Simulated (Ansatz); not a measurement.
Data:

ZnSe (zinc blende)

```xyz
4
Lattice="0.0000 5.6655 5.6655 2.8327 0.0000 2.8327 2.8327 2.8327 0.0000" Properties=species:S:1:pos:R:3 pbc="T T T"
Se     4.2491     4.2491     4.2491
Se     4.2491     7.0818     7.0818
Zn     0.0000     0.0000     0.0000
Zn     2.8327     5.6655     2.8327
```

A phonon eigenvector at L = (0.5, 0.0, 0.0) is frozen into this cell: atom i moves by Q times the vector below, so Q is the largest atomic displacement, in Å. The cell is held. It is one choice among 2 degenerate patterns. (q is in reciprocal vectors of the primitive cell; the cell shown is doubled to hold the pattern.)

```
atom       x       y       z
----  ------  ------  ------
Se1    0.249  -0.453   0.702
Se2   -0.249   0.453  -0.702
Zn3   -0.285   0.520  -0.805
Zn4    0.285  -0.520   0.805
```

These are r2SCAN (plane waves to 500 eV, PAW, scalar-relativistic; Ansatz, an electronic-structure program) values and carry that method's errors. k mesh 5×10×10 (Γ-centred), Fermi-Dirac smearing 0.05 eV. E stands for the smeared free energy. ZnSe was relaxed with its symmetry unable to fall. ΔE is measured from the undisplaced structure.

The scan covers Q from -0.180 to 0.180 Å in 13 points.

**Question.** Which space group does the distorted structure have?

**Answer.** P1 (No. 1), lowered from F-43m.

**Question.** What is the energy change at Q = 0.180 Å?

**Answer.** 47.6 meV/cell.

**Question.** What harmonic wavenumber does the curvature at Q = 0 give?

**Answer.** 55 cm⁻¹.

(A displaced cell: forces are minus the slopes of the energy, force constants its curvatures, and phonons follow from these.)
